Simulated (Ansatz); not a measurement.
Theory: Ansatz 0.2.0, DFT PBE, scalar-relativistic, plane waves, PAW. All cells share a 420 eV cutoff and Γ-centred k meshes spaced at most about 0.3 Å⁻¹ (about 0.25 or finer for metals, 2π included). No spin polarisation in the final relaxations.

Temperature and zero-point effects are left out.

Two forms of InGa3AsP were relaxed alike.

A.

Space group P6mm (No. 183). a = 5.362 Å, b = 5.362 Å, c = 8.002 Å, α = 90.00°, β = 90.00°, γ = 120.00°
| atom | site | symmetry | x | y | z |
| --- | --- | --- | --- | --- | --- |
| In | 1a | 6mm | 0.0000 | 0.0000 | 0.0014 |
| Ga | 3c | 2mm | 0.5000 | 0.0000 | 0.2023 |
| P | 1a | 6mm | 0.0000 | 0.0000 | 0.3896 |
| As | 1a | 6mm | 0.0000 | 0.0000 | 0.6550 |

B.

Space group P-6m2 (No. 187). a = 6.421 Å, b = 6.421 Å, c = 3.755 Å, α = 90.00°, β = 90.00°, γ = 120.00°
```
atom  site  symmetry       x       y       z
  In    1e      -6m2  0.6667  0.3333  0.0000
  Ga    3k       mm2  0.6778  0.8389  0.5000
   P    1a      -6m2  0.0000  0.0000  0.0000
  As    1c      -6m2  0.3333  0.6667  0.0000
```

Question: Which would you expect to be lower, and how large is the difference?

Answer: B is lower, by 0.32 eV/atom. A has space group P6mm (No. 183), 33.2 Å³/atom and no gap on its mesh; B has space group P-6m2 (No. 187), 22.3 Å³/atom and no gap. The shortest distance is 2.12 Å (As–P) in A and 2.59 Å (Ga–P) in B. The denser one is the lower, and pressure would at first widen the difference. Even the lower one lies +0.11 eV/atom against the reference forms of the elements (uncorrected), so neither is stable at this level. In A, In has 1 As at 2.77 Å, 1 P at 3.11 Å and 6 Ga at 3.13 Å; Ga has 4 Ga at 2.68 Å, 2 P at 3.07 Å and 2 In at 3.13 Å; P is surrounded by 1 As at 2.12 Å, 6 Ga at 3.07 Å and 1 In at 3.11 Å; around As lie 1 P at 2.12 Å and 1 In at 2.77 Å. In B, around In lie 3 As at 3.71 Å, 3 P at 3.71 Å, 12 Ga at 3.72 Å and 2 In at 3.75 Å; around Ga lie 2 P at 2.59 Å, 2 As at 2.68 Å, 2 Ga at 3.10 Å, 2 Ga at 3.32 Å and 4 In at 3.72 Å; P has 6 Ga at 2.59 Å, 3 As at 3.71 Å and 3 In at 3.71 Å; As is surrounded by 6 Ga at 2.68 Å, 3 P at 3.71 Å and 3 In at 3.71 Å. Both come from invented guesses.

Cells relaxed within their symmetry can be saddle points.
